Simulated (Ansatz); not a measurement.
Data:

SiH₈N₂F₆:
```xyz
17
Lattice="0.0000 4.0476 4.0476 4.0476 0.0000 4.0476 4.0476 4.0476 0.0000" Properties=species:S:1:pos:R:3 pbc="T T T"
Si     0.0000     0.0000     0.0000
H      1.4361     2.6115     1.4361
H      6.6592     5.4838     6.6592
H      5.4838     5.4838     5.4838
H      2.6115     2.6115     2.6115
H      2.6115     1.4361     1.4361
H      5.4838     6.6592     6.6592
H      6.6592     6.6592     5.4838
H      1.4361     1.4361     2.6115
N      2.0238     2.0238     2.0238
N      6.0715     6.0715     6.0715
F      4.0476     1.7009     4.0476
F      4.0476     6.3944     4.0476
F      6.3944     4.0476     4.0476
F      1.7009     4.0476     4.0476
F      4.0476     4.0476     1.7009
F      4.0476     4.0476     6.3944
```

This is the r²SCAN+D4-relaxed structure.

### Question
All from plane-wave PAW r²SCAN+D4 (Ansatz code), unless another level is named. Estimate the bulk modulus (Birch–Murnaghan fit).

### Answer
30.0 GPa.

### Question
What about the elastic constants (relaxed ions, GPa)?

### Answer
C11 = 44.5, C12 = 22.8, C44 = 14.6.

Space group Fm-3m. The start of the workflow was typed in or built on a structure type; neither database checked (COD, Materials Project) lists it. COD files the formula under space group No. 186, so this cell is another polymorph or a model. Whether it is the stable phase at ambient conditions was not checked. Symmetry was held in the r²SCAN+D4 relaxation; its stability against distortions is not shown here. The volume moved by -22 % from the start of the relaxation.

Potentials: the later of the program's two PAW sets.
